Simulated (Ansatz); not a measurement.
Trial structure of Zn2CdSe3, not yet relaxed:

```yaml
crystal:
  lattice:
    - [4.02266, 0.00000, 0.00000]
    - [-2.01133, 3.48373, 0.00000]
    - [0.00000, 0.00000, 9.85347]
  atoms:
    - { symbol: Zn, position: [0.00000, 0.00000, 0.00000] }
    - { symbol: Zn, position: [0.66667, 0.33333, 0.33333] }
    - { symbol: Cd, position: [0.33333, 0.66667, 0.66667] }
    - { symbol: Se, position: [0.00000, 0.00000, 0.25000] }
    - { symbol: Se, position: [0.66667, 0.33333, 0.58333] }
    - { symbol: Se, position: [0.33333, 0.66667, 0.91667] }
```

The calculation used Ansatz 0.2.0, DFT PBE, scalar-relativistic, plane waves, PAW. Settings: cutoff 420 eV, Γ-centred mesh 6×6×2 on the computed 6-atom cell, Gaussian smearing of 0.10 eV; no spin polarisation.

The zero of energy is the elements' standard structures at the same level; no fitted shifts are applied.

Question: How far from equilibrium is it?

Answer: The pressure is 7.8 GPa (the mean over three directions, positive in compression), the largest force is 1.58 eV/Å, and the energy is −0.57 eV/atom against the elements. The shortest distance is 2.46 Å.

Question: How much does it gain on relaxing, and where does it end?

Answer: Relaxing gains about 0.09 eV/atom in 8 ionic steps and ends at −0.664 eV/atom on the finer mesh. The symmetry stays P3m1 (No. 156). The volume per atom grows by 10.9 %, from 23.0 to 25.5 Å³. The shortest distance goes from 2.46 Å (Cd–Se and Zn–Se) to 2.47 Å (Zn–Se). Conventional cell: a = 4.154 Å, c = 10.253 Å. Zn on its first site is surrounded by 4 Se at 2.48–2.52 Å; Cd is surrounded by 4 Se at 2.63–2.67 Å; around Se on its first site lie 4 Zn at 2.48–2.52 Å; 3 more sites not described.

The last run used a 6×6×4 mesh (in the run's order of axes) for its 6-atom cell and Gaussian smearing of 0.02 eV. The reference form of Se is held partly by dispersion forces, which this level lacks. The relaxation can't lower the symmetry of the start. A later test with randomly moved atoms came back to the same energy, though modes that don't fit the test's cell weren't probed.
